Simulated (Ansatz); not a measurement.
input.yaml (Ansatz)

```yaml
crystal:
  lattice:
    - [-2.6609524053, 2.6609524053, 1.4528800133]
    - [2.6609524053, -2.6609524053, 1.4528800133]
    - [2.6609524053, 2.6609524053, -1.4528800133]
  atoms:
    - { symbol: Ga, position: [0.0, 0.0, 0.0] }
    - { symbol: Ga, position: [0.75, 0.25, 0.5] }
hamiltonian:
  xc: r2scan
  pseudopotentials:
    kind: paw
    azcp:
      Ga: "pseudopotentials/Ga.paw.azcp"
basis:
  ecutwfc: 500
  fft_grid_basis: typed
kpoints:
  mp_grid: { grid: [12, 12, 8], shift: [0, 0, 0] }
magnetization:
  spin_polarized: false
scf:
  occupations: { method: fermi_dirac, width: 0.1 }
relax:
  max_steps: 60
  f_tol: 0.01
  cell: {}
```

and its output:

```
Warning: crystal.symmetry: narrowed to the stabiliser of the k-point mesh — unitary ops 16 → 4; excluded 12 operations that carry a point of the 12×12×8 mesh (shift [0, 0, 0]) off the mesh (the run samples exactly the mesh kpoints.mp_grid names, as under crystal.symmetry.detect: false, and its converged state has the mesh's symmetry, not the crystal's; ε∞, the Born charges and the force constants of a linear response (`dielectric:` by the response, `phonons.method: dfpt`) are averaged over those of the crystal's operations that the state keeps within a tolerance, where `mesh_tensors`, `unaveraged_element` or `gamma_mean_max_change_ev_ang2` stands beside them; a row that `dielectric.field_direction` solves alone is averaged likewise, with nothing beside; a Γ-centred mesh of equal divisions is mapped onto itself by every operation and keeps the whole group, as does a half-shifted one under kpoints.further_shifts: images)
Engine: ansatz 0.2.0, x86_64-unknown-linux-gnu
Pseudopotentials: kind: paw
Pseudopotential: Ga, paw, valence charge 13, recommended cutoff 500 eV (meta_gga) 
Functional definition: r2SCAN
  parameter k0 = 0.174
  parameter k1 = 0.065
  parameter a1 = 4.9479
  exchange = r2scan_x(k0 = k0, k1 = k1, a1 = a1)
  correlation = r2scan_c
Crystal: 2 atoms, lattice volume = 41.149 Å³
Basis set: ecut = 500 eV, 1061 PW (Γ), exchange–correlation on 120×120×120 points (64 copies of the dense FFT grid, shifted against one another)
Bands: 17, of which v1, the nominal top of the filled ones, is band 13 counted from 1 (12 counted from 0)
Symmetry: 4 space group operations
k-points: 320 of 1152
Non-local potential: Ga, projectors of the file, l = 0: 2, l = 1: 2, l = 2: 3, l = 3: 1
PAW form: soft (Blöchl's): semilocal exchange-correlation on the pseudo side does not see the compensation charge
PAW frozen core: Ga, regenerated for the run's functional (the file was generated under x = pbe(κ = 0.804, μ = 0.2195149727645171), c = pbe(β = 0.06672455060314922))
PAW one-centre angular grid: Ga, 590 points (default); XC on 160 Gauss nodes
Initial density: superposition of atomic densities (neutral atoms: chi_scale 0, normalization atom), corrected by the library's trained network
Initial wavefunctions: pseudopotential atomic-orbital guess
Functional: x = r2scan, c = r2scan; τ floored in thin density (d = 2e-4 eV/Å³)
SCF iter   1: F=—  HF=-7580.187767 eV  |F-HF|=—  |Δ(HF+E_count)|=         —  Δρ=9.91e-3  dr2=1.61e-2  dr2_τ=8.25e-4  ethr=1.77e-3  ⟨swp⟩=5.0  Hψ=24819  notcnv=0
SCF iter   2: F=—  HF=-7580.197467 eV  |F-HF|=—  |Δ(HF+E_count)|=   9.70e-3  Δρ=2.46e-3  dr2=1.03e-3  dr2_τ=5.31e-5  ethr=6.18e-5  ⟨swp⟩=2.0  Hψ=13440  notcnv=0
SCF iter   3: F=—  HF=-7580.197713 eV  |F-HF|=—  |Δ(HF+E_count)|=   2.46e-4  Δρ=2.03e-3  dr2=8.07e-4  dr2_τ=4.22e-6  ethr=3.97e-6  ⟨swp⟩=2.0  Hψ=8735  notcnv=0
SCF iter   4: F=—  HF=-7580.197819 eV  |F-HF|=—  |Δ(HF+E_count)|=   1.05e-4  Δρ=6.02e-4  dr2=1.09e-4  dr2_τ=5.18e-7  ethr=3.10e-6  ⟨swp⟩=2.0  Hψ=6404  notcnv=0
SCF iter   5: F=—  HF=-7580.197856 eV  |F-HF|=—  |Δ(HF+E_count)|=   3.73e-5  Δρ=1.82e-4  dr2=1.13e-5  dr2_τ=3.30e-8  ethr=4.18e-7  ⟨swp⟩=2.8  Hψ=8817  notcnv=0
SCF iter   6: F=—  HF=-7580.197862 eV  |F-HF|=—  |Δ(HF+E_count)|=   6.03e-6  Δρ=1.75e-5  dr2=1.10e-7  dr2_τ=6.24e-10  ethr=4.36e-8  ⟨swp⟩=3.0  Hψ=9877  notcnv=0
SCF iter   7: F=-7580.197862 eV  HF=-7580.197862 eV  |F-HF|=2.46e-9  |Δ(HF+E_count)|=   6.90e-8  Δρ=2.12e-6  dr2=1.45e-9  dr2_τ=9.71e-12  ethr=3.85e-10  ⟨swp⟩=4.0  Hψ=19277  notcnv=0
...
SCF iter   2: F=—  HF=-7580.393502 eV  |F-HF|=—  |Δ(HF+E_count)|=   6.02e-4  Δρ=2.98e-4  dr2=1.24e-6  dr2_τ=5.69e-6  ethr=1.64e-8  ⟨swp⟩=2.0  Hψ=9666  notcnv=0
SCF iter   3: F=—  HF=-7580.393721 eV  |F-HF|=—  |Δ(HF+E_count)|=   2.19e-4  Δρ=4.89e-5  dr2=4.55e-8  dr2_τ=1.42e-7  ethr=4.77e-9  ⟨swp⟩=2.0  Hψ=9713  notcnv=0
SCF iter   4: F=—  HF=-7580.393727 eV  |F-HF|=—  |Δ(HF+E_count)|=   5.68e-6  Δρ=6.56e-6  dr2=7.04e-9  dr2_τ=4.63e-10  ethr=1.75e-10  ⟨swp⟩=2.0  Hψ=9713  notcnv=0
SCF iter   5: F=—  HF=-7580.393727 eV  |F-HF|=—  |Δ(HF+E_count)|=   3.41e-8  Δρ=2.08e-6  dr2=1.15e-9  dr2_τ=2.36e-11  ethr=2.71e-11  ⟨swp⟩=2.2  Hψ=9566  notcnv=0
SCF iter   6: F=—  HF=-7580.393727 eV  |F-HF|=—  |Δ(HF+E_count)|=   3.07e-9  Δρ=7.42e-7  dr2=1.79e-10  dr2_τ=2.96e-12  ethr=4.43e-12  ⟨swp⟩=2.0  Hψ=9544  notcnv=0
SCF iter   7: F=-7580.393727 eV  HF=-7580.393727 eV  |F-HF|=1.09e-11  |Δ(HF+E_count)|=  2.86e-10  Δρ=1.83e-7  dr2=1.18e-11  dr2_τ=2.81e-13  ethr=1.00e-12  ⟨swp⟩=4.0  Hψ=25731  notcnv=0
SCF 15 converged in 7 iterations: F = -7580.393727 eV  dr2 = 1.18e-11
relax step  15: F+E_penalty+E_count = -7580.39372712 eV  Δ(F+E_penalty+E_count) = -8.052e-4 eV  max|allowed force component| = 1.159e-3 eV/Å  Δτ_max = 0.0000 Å  P = -0.008 GPa  Ω = 36.236 Å³  stress off target by 2.24e-2 GPa  SCF on the basis re-selected at this cell (its energy is not comparable with the rows above)  (7 SCF iters)
basis re-selected at this cell: Δ(F+E_penalty+E_count) = -8.052e-4 eV, ΔP = -0.010 GPa vs the last step (what re-selecting the basis moved, of the pressure what is left beyond the Pulay correction that the steps carried, after the strain that the cell walked since its last selection, with what the two solves' SCF thresholds leave and, on support functions, any second-order correction that the steps lacked; it is no measure of the basis error at this ecutwfc). The dense FFT grid was sized anew with the basis: this SCF ran on 32×32×32 points, the steps before it on 30×30×30, so part of this shift can come from that change (see relax.cell in the input reference). This SCF's stress stands 2.24e-2 GPa from its target on what of the cell is left free (relax.cell.stress_tol is 5.00e-2 GPa) and its largest allowed force component is 1.16e-3 eV/Å (relax.f_tol is 1.00e-2 eV/Å): within both
SCF converged after 7 iterations
Free energy (F): -7580.393727 eV
Harris-Foulkes:  -7580.393727 eV  (|F-HF|=1.09e-11)
Internal energy: -7580.374748 eV  (E = F + TS)
E sigma→0 (E₀):  -7580.384238 eV
Entropy (-TS):   -0.018979 eV (-9.490 meV/atom)
Fermi energy:    10.158604 eV
--- Per-component energies (eV) ---
  E_band       = -75.206904
  E_kinetic    = 229.464879
  E_local      = -3563.288304  (includes V_loc(G=0)·N_el)
  E_nonlocal   = 848.991765
  E_hartree    = 1681.210876
  E_xc         = -125.257387
  E_vxc        = -120.100315  (∫ρ·V_xc dr)
  E_paw        = -4001.650459  (= ΣΔE_a)
  E_vpaw       = -839.328547  (= ΣTr[D̂ρ^β])
  E_aug_tail   = -0.000083  (compensation charges beyond the density's cutoff)
  E_vtau       = 6.631922  (kinetic-family band-sum trace: ∫τ·v_τ [+ j·A + Jᵃ·Aᵃ] dr)
  E_ewald      = -2648.539896
  E_core_change = -1.306140  (= ΣΔE_core)
  E_smearing   = -0.018979  (= −TS)
  E_closure    = -0.000000  (closes the sum)
  Σ components = -7580.393727   (vs F -7580.393727, Δ=0.00e0)
--- Forces (eV/Å), atoms counted from 1 ---
  atom   1  Ga    -0.00115901     0.00115901    -0.00000000
  atom   2  Ga     0.00115901    -0.00115901     0.00000000
  max |Σ_I F_I| component: 0.00e0 eV/Å
--- Stress (GPa, compression-positive) ---
       -0.005210       0.010680      -0.011871
        0.010680      -0.005210      -0.011871
       -0.011871      -0.011871      -0.012241
  P = ⅓ Tr σ = -0.0076 GPa (-0.076 kbar)
--- Relaxed structure (14 steps of the walk, 13 accepted, 1 SCFs on fresh bases) ---
  F+E_penalty+E_count = -7580.39372712 eV   max|allowed force component| = 1.159e-3 eV/Å   (the final SCF, on the basis selected at the relaxed cell)
  cell:  # Å, volume = 36.2359 Å³
    - [-2.996781564152743, 2.6284905307162387, 1.3348749177165629]
    - [2.6284905307162387, -2.996781564152743, 1.3348749177165629]
    - [2.6900148714035175, 2.6900148714035175, -2.0094006199783445]
  atoms:
    - { symbol: Ga, position: [-0.008537354390093798, 0.008537354390093798, 0.0] }
    - { symbol: Ga, position: [0.7585373543900941, 0.2414626456099062, 0.5000000000000002] }
```

Command:

```sh
ansatz run input.yaml --threads 1 --pin off --max-ram 3584MiB --backend cpu --events-out ev --progress --plain --runs-dir out
```

On 1 thread of Intel(R) Xeon(R) Platinum 8259CL CPU @ 2.50GHz (Skylake/Cascade Lake) (shared host) this took about 650 s of wall time and 650 s of CPU time.
